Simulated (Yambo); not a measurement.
G0W0@PBEsol for RbCl (rock salt, space group Fm-3m, No. 225) in Yambo. Reference settings: 4×4×4 Γ-centred k mesh, 159 bands and a 10 Ry block in the screening, 159 bands in G with the Bruneval-Gonze terminator, plasmon pole fitted at 27.2 eV. The PBEsol gap Γ → Γ on this mesh is 4.90 eV; G0W0 gaps are taken between the same points.

Gap (Γ → Γ) in eV against the number of bands and the screening block, terminator on:

```
bands (W and G)   2 Ry   4 Ry   6 Ry   8 Ry  10 Ry
---------------  -----  -----  -----  -----  -----
29               7.609  7.710  7.776  7.792  7.808
53               7.501  7.650  7.766  7.798  7.832
81               7.482  7.649  7.804  7.843  7.888
119              7.474  7.643  7.821  7.869  7.922
159              7.473  7.644  7.827  7.882  7.943
```

Rough cost of the Yambo step against the reference (shared machines):

```tsv
bands (W and G)	2 Ry	4 Ry	6 Ry	8 Ry	10 Ry
29	1/10	1/10	1/7	1/6	1/4
53	1/6	1/6	1/5	1/4	1/3
81	1/4	1/4	1/3	1/2	~1
119	1/3	1/3	1/2	~1	~1
159	1/2	1/2	~1	~1	1
```

At the largest block the last step in bands moves the gap by 0.021 eV; at the most bands the last step in the block moves it by 0.061 eV.

Geometry relaxed with PBEsol; primitive cell a = b = c = 4.625 Å, α = β = γ = 60.00°.
